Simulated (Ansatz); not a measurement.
A plane-wave DFT run in Ansatz 0.2.0 (scalar-relativistic PAW potentials unless the input names others): input and command.

```yaml
crystal:
  lattice:
    - [4.0277493674, 0.0, 0.0]
    - [0.0, 4.0277493674, 0.0]
    - [0.0, 0.0, 9.3338390682]
  atoms:
    - { symbol: Ca, position: [0.0, 0.5, 0.1308990376] }
    - { symbol: Ca, position: [0.5, 0.0, 0.8691009624] }
    - { symbol: H, position: [0.0, 0.0, 0.0] }
    - { symbol: H, position: [0.5, 0.5, 0.0] }
    - { symbol: I, position: [0.0, 0.5, 0.6983008785] }
    - { symbol: I, position: [0.5, 0.0, 0.3016991215] }
basis:
  ecutwfc: 500
kpoints:
  mp_grid: { grid: [6, 6, 4] }
hamiltonian:
  xc: r2scan
scf:
  occupations: { method: gaussian, width: 0.001 }
output:
  forces: true
  eigenvalues: true
  stress: true
```

```bash
ansatz run input.yaml --threads 1 --pin off --max-ram 2560MiB --backend cpu --events-out ev --progress --plain --runs-dir out
```

Abridged log:
```
Pseudopotentials: kind: paw
Pseudopotential: Ca, paw, valence charge 10, recommended cutoff 500 eV (meta_gga)
Pseudopotential: H, paw, valence charge 1, recommended cutoff 500 eV (meta_gga)
Pseudopotential: I, paw, valence charge 17, recommended cutoff 500 eV (meta_gga)
Functional definition: r2SCAN
Crystal: 6 atoms, lattice volume = 151.421 Å³
Basis set: ecut = 500 eV, 3883 PW (Γ), exchange–correlation on 120×120×288 points (64 copies of the dense FFT grid, shifted against one another)
Bands: 34, of which v1, the nominal top of the filled ones, is band 28 counted from 1 (27 counted from 0)
Symmetry: 16 space group operations
Space group: P4/nmm (ITA 129), of the structure as read, at distance tolerance 5.3e-5 Å
k-points: 30 of 144
Initial density: superposition of atomic densities (neutral atoms: chi_scale 0, normalization atom), corrected by the library's trained network
Initial wavefunctions: pseudopotential atomic-orbital guess
Functional: x = r2scan, c = r2scan; τ floored in thin density (d = 2e-4 eV/Å³)
SCF iter   1: F=—  HF=-18738.933145 eV  |F-HF|=—  |Δ(HF+E_count)|=         —  Δρ=4.42e-3  dr2=4.15e-2  dr2_τ=8.61e-3  ethr=1.77e-3  ⟨swp⟩=12.2  Hψ=6281  notcnv=0
SCF iter   2: F=—  HF=-18739.021944 eV  |F-HF|=—  |Δ(HF+E_count)|=   8.88e-2  Δρ=2.29e-3  dr2=1.04e-2  dr2_τ=1.99e-4  ethr=7.42e-5  ⟨swp⟩=4.0  Hψ=2107  notcnv=0  defer=53
SCF iter   3: F=—  HF=-18739.020507 eV  |F-HF|=—  |Δ(HF+E_count)|=   1.44e-3  Δρ=4.59e-4  dr2=1.94e-4  dr2_τ=4.00e-5  ethr=1.86e-5  ⟨swp⟩=4.1  Hψ=1840  notcnv=0  defer=23
automatic band count: iteration 3 solves 33 bands in place of 34: the levels show a gap, and the empty bands left out lie too high to hold charge; the band table lists the bands solved (type scf.n_extra_bands for more)
SCF iter   4: F=—  HF=-18739.020649 eV  |F-HF|=—  |Δ(HF+E_count)|=   1.42e-4  Δρ=1.66e-4  dr2=3.41e-5  dr2_τ=2.29e-6  ethr=3.46e-7  ⟨swp⟩=3.7  Hψ=1960  notcnv=0  defer=23
SCF iter   5: F=—  HF=-18739.020661 eV  |F-HF|=—  |Δ(HF+E_count)|=   1.23e-5  Δρ=3.32e-5  dr2=3.10e-6  dr2_τ=1.15e-7  ethr=6.09e-8  ⟨swp⟩=3.1  Hψ=1952  notcnv=0  defer=23
SCF iter   6: F=-18739.020662 eV  HF=-18739.020661 eV  |F-HF|=1.05e-7  |Δ(HF+E_count)|=   7.68e-8  Δρ=8.50e-6  dr2=8.02e-8  dr2_τ=5.25e-9  ethr=1.79e-10  ⟨swp⟩=10.1  Hψ=5196  notcnv=0
SCF 1 converged in 6 iterations: F = -18739.020662 eV  dr2 = 8.02e-8
SCF converged after 6 iterations
Free energy (F): -18739.020662 eV
Harris-Foulkes:  -18739.020661 eV  (|F-HF|=1.05e-7)
Internal energy: -18739.020662 eV  (E = F + TS)
E sigma→0 (E₀):  -18739.020662 eV
Fermi energy:    6.367756 eV
--- Forces (eV/Å), atoms counted from 1 ---
  atom   1  Ca     0.00000000     0.00000000     0.00106001
  atom   2  Ca     0.00000000     0.00000000    -0.00106001
  atom   3  H      0.00000000     0.00000000     0.00000000
  atom   4  H      0.00000000     0.00000000     0.00000000
  atom   5  I      0.00000000     0.00000000     0.00395185
  atom   6  I      0.00000000     0.00000000    -0.00395185
--- Stress (GPa, compression-positive) ---
       -0.319998       0.000000       0.000000
        0.000000      -0.319998       0.000000
        0.000000       0.000000      -0.302161
  P = ⅓ Tr σ = -0.3141 GPa (-3.141 kbar)
```

Apart from outputs, empty bands and the relaxation, which only the reference makes, the input differs from a reference run on usual settings in scf.occupations.width: 0.02 → 0.001. The reference, at the same geometry, ended its own course with pressure -0.31 GPa, largest force 0.004 eV/Å, gap on the mesh 4.00 eV. This run converged in 6 SCF iterations with an energy at zero smearing within 0.01 meV/atom of the reference's, pressure -0.31 GPa, largest force 0.004 eV/Å, gap on the mesh 4.00 eV.

It took 21 s on 1 thread of Intel(R) Xeon(R) Platinum 8259CL CPU @ 2.50GHz (Skylake/Cascade Lake), on a shared host, peak memory 0.78 GiB.